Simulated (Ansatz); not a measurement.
Au (diamond, Fd-3m) at seven volumes, DFT-r²SCAN in the program Ansatz with PAW potentials, scaled uniformly. One row is withheld.

| V (Å³/atom) | P (GPa) |
|---|---|
| 25.539 | 7.88 |
| 26.381 | 4.73 |
| 27.223 | 2.13 |
| 28.065 | 0.00 |
| 28.907 | -1.75 |
| 29.749 | ? |
| 30.591 | -4.35 |

### Question
Fit the shown pressures and predict the withheld one.

### Answer
P = (3/2)B₀(x^(7/2) − x^(5/2))[1 + (3/4)(B′ − 4)(x − 1)] with x = (V₀/V)^(2/3). Least squares on the six rows gives V₀ = 28.065 Å³/atom, B₀ = 64.2 GPa, B′ = 5.58. At V = 29.749, x = 0.9619 and P = -3.18 GPa. The run itself gave -3.18 GPa.

The start of the workflow was typed in or built on a structure type; neither database checked (COD, Materials Project) lists it. It is not the phase usual at ambient conditions (space group No. 225). Symmetry was held in the r²SCAN relaxation. At this level the phase is mechanically unstable. Spin–orbit coupling is left out wherever it is not named.

Potentials: the earlier of the program's two PAW sets.
